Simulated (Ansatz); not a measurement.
BiB (zinc blende, F-43m) at seven volumes, plane-wave PAW PBE (Ansatz code), scaled uniformly. One row is withheld.

```csv
V (Å³/atom),P (GPa)
19.148,8.60
19.779,5.24
20.410,2.40
21.042,0.00
21.673,?
22.304,-3.67
22.935,-5.13
```

Q: Fit the shown pressures and predict the withheld one.

A: P = (3/2)B₀(x^(7/2) − x^(5/2))[1 + (3/4)(B′ − 4)(x − 1)] with x = (V₀/V)^(2/3). Least squares on the six rows gives V₀ = 21.046 Å³/atom, B₀ = 72.8 GPa, B′ = 4.70. At V = 21.673, x = 0.9806 and P = -1.99 GPa. The run itself gave -1.95 GPa.

A made-up cell: these elements were put on the sites of a structure type; neither database checked (COD, Materials Project) lists it. Its standing as an ambient phase is unchecked. The PBE relaxation kept the symmetry of its start; of distortions, only those at the zone centre were tested. Spin–orbit coupling is left out wherever it is not named.

Potentials: the later of the program's two PAW sets.
